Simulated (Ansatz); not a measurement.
# MgVFeP4O14, one structure, two calculations

Cell: a Materials Project structure (computed, not necessarily an observed phase), taken as it stands.

```xyz
21
Lattice="5.0168 0.0000 0.0000 -2.2577 6.4678 0.0000 -0.0443 -0.0766 8.3528" Properties=species:S:1:pos:R:3 pbc="T T T"
Mg    1.2236    5.2373    5.0995
V     3.3319    1.8244    4.0717
Fe   -0.5679    4.6769    0.0781
P     1.9875    3.1621    6.7729
P     1.8514    5.9143    1.8407
P     0.9564    0.4555    6.0239
P     0.7855    3.2786    2.6632
O     4.5953    0.5518    5.3448
O     4.2215    0.6959    2.6772
O     3.0760    3.1755    7.8125
O     2.4775    3.3091    5.3118
O     1.9941    2.3538    2.7675
O     2.1077    0.3406    4.9767
O     1.2138    1.7515    6.9073
O     1.3106    4.8132    3.0212
O     0.7949    5.9582    0.7553
O     0.8732    4.2357    6.8762
O     0.2202    3.2923    1.2640
O    -0.2326    3.1418    3.8182
O    -1.3176    5.7403    6.9521
O    -1.8200    5.3662    1.4180
```

Atom numbers follow the list; atoms alike are taken as one site, whose name carries the number of the first.

First run. Computed with Ansatz: DFT, PBE, plane waves and PAW, scalar-relativistic, collinear spin, 420 eV cutoff, Γ-centred 5×4×3 k-points, Fermi–Dirac smearing 0.02 eV. Start moments as typed (μB): 1 on each V, 4 on each Fe, none on the rest.

```json
{"site": "Mg", "atom": "1", "V_zz (10²¹ V/m²)": "1.63", "η": "0.64", "m (μB)": "0.00"}
{"site": "V", "atom": "2", "V_zz (10²¹ V/m²)": "-9.54", "η": "0.13", "m (μB)": "-1.45"}
{"site": "Fe", "atom": "3", "V_zz (10²¹ V/m²)": "-2.57", "η": "0.49", "m (μB)": "3.81"}
{"site": "P5", "atom": "5", "V_zz (10²¹ V/m²)": "7.73", "η": "0.07", "m (μB)": "0.01"}
{"site": "P6", "atom": "6", "V_zz (10²¹ V/m²)": "3.95", "η": "0.46", "m (μB)": "0.00"}
{"site": "O8", "atom": "8", "V_zz (10²¹ V/m²)": "9.42", "η": "0.64", "m (μB)": "0.01"}
{"site": "O9", "atom": "9", "V_zz (10²¹ V/m²)": "9.89", "η": "0.31", "m (μB)": "0.01"}
{"site": "O12", "atom": "12", "V_zz (10²¹ V/m²)": "9.40", "η": "0.19", "m (μB)": "0.02"}
{"site": "O13", "atom": "13", "V_zz (10²¹ V/m²)": "9.28", "η": "0.61", "m (μB)": "0.01"}
{"site": "O15", "atom": "15", "V_zz (10²¹ V/m²)": "-11.28", "η": "0.91", "m (μB)": "0.01"}
{"site": "O16", "atom": "16", "V_zz (10²¹ V/m²)": "9.47", "η": "0.42", "m (μB)": "0.10"}
{"site": "O18", "atom": "18", "V_zz (10²¹ V/m²)": "9.65", "η": "0.17", "m (μB)": "0.08"}
{"site": "O19", "atom": "19", "V_zz (10²¹ V/m²)": "8.90", "η": "0.38", "m (μB)": "0.02"}
{"site": "O21", "atom": "21", "V_zz (10²¹ V/m²)": "10.11", "η": "0.12", "m (μB)": "0.10"}
```

Second run. The same atoms and settings, except that the start moments (μB) are -1 on each V, 4 on each Fe, none on the rest.

(1) Given the first result, estimate the second.

Results:

(1) 

```
site  atom    V_zz     η  change of V_zz  m (μB)
  Mg     1    1.63  0.64            0.00    0.00
   V     2   -9.54  0.13            0.00   -1.45
  Fe     3   -2.57  0.49            0.00    3.81
  P5     5    7.73  0.07            0.00    0.01
  P6     6    3.95  0.46            0.00    0.00
  O8     8    9.42  0.64            0.00    0.01
  O9     9    9.89  0.31            0.00    0.01
 O12    12    9.40  0.19            0.00    0.02
 O13    13    9.28  0.61            0.00    0.01
 O15    15  -11.28  0.91            0.00    0.01
 O16    16    9.47  0.42            0.00    0.10
 O18    18    9.65  0.17            0.00    0.08
 O19    19    8.90  0.38            0.00    0.02
 O21    21   10.11  0.12            0.00    0.10
```

No V_zz moves by more than 0.01. The table leaves out 7 of the 21 sites, with |V_zz| up to 14.16; their tensors move by 0.01 at most along any direction. The statements above cover all sites. Isomer shifts (Fe against α-Fe, from the density at the nucleus and a line fitted to measured compounds for each functional; the lines scatter by about 0.1 mm/s, so smaller changes between functionals mean little): Fe 0.73 → 0.73 mm/s.

The largest force is 0.9 eV/Å, so the atoms aren't at the calculated equilibrium and relaxing them would move these values. With these PAW files V_zz is typically within 2 to 3 % of all-electron values, but misses above 10 % occur on Fe. With a gap of 0.2 eV on this mesh, the gradients can still move by some per cent as the k-mesh gets denser. The magnetic order is the one that the run reached from its start moments, not necessarily the measured one.
For the first run: The moments were started parallel, and the run ended with some of them reversed. The program didn't check the stability of this electronic state in full, so a lower one may lie near.
